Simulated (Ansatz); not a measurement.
**TaN: moving Ta off its site**

TaN, Fm-3m, a = 4.358 Å (as given, not relaxed at this level: 9.8 GPa). This isn't the usual stable structure of the compound. Ansatz: r2SCAN, PAW, 500 eV, Γ-centred 18×18×18 mesh on 2 atoms, Gaussian smearing 0.15 eV; no spin polarisation.

```yaml
crystal:
  lattice:
    - [0.00000, 2.17900, 2.17900]
    - [2.17900, 0.00000, 2.17900]
    - [2.17900, 2.17900, 0.00000]
  atoms:
    - { symbol: Ta, position: [0.50000, 0.50000, 0.50000] }
    - { symbol: N, position: [0.00000, 0.00000, 0.00000] }
```

Atom 1 (Ta) moves by x along the unit vector (0.000, 0.000, 1.000), with its periodic images; all else is held. y is the free energy of the cell over the start, F the force along the path summed over the moved atoms. Symmetry makes y even in x.

```
  x (Å) y (meV) F (eV/Å)
-0.1000        ?         ?
-0.0500    11.06      0.45
 0.0000     0.00      0.00
 0.0125     0.68     -0.11
 0.0250     2.74     -0.22
 0.0375     6.19     -0.33
 0.0625    17.38     -0.57
 0.0750    25.20     -0.69
 0.0875    34.58     -0.81
```

Task: Fit y = c2 x² + c4 x⁴ to the energies of the other rows, give the force constant, and predict energy and force of the missing row.

Result: Least squares on the rows shown. y = 4378.3 x² + 18074 x⁴. The force constant is 2 c2 = 8.76 eV/Å², for the cell as given, at 9.8 GPa (for all images moving together, not for a lone atom). With two atoms in a cubic cell this is the optical mode at Γ (in a metal it hangs on mesh and smearing): ω = 521.5 √(2 c2/μ) = 428 cm⁻¹ for μ = 13.00 u. The force −dy/dx at the missing row is 0.95 eV/Å (computed 0.95). At x = -0.1000 the fit asked for gives 45.59 meV. The run gave 45.58 meV, so the fit is 0.01 meV too high, a small miss on the scale of the series.

Spin–orbit coupling is left out, which can shift energies with elements as heavy as these.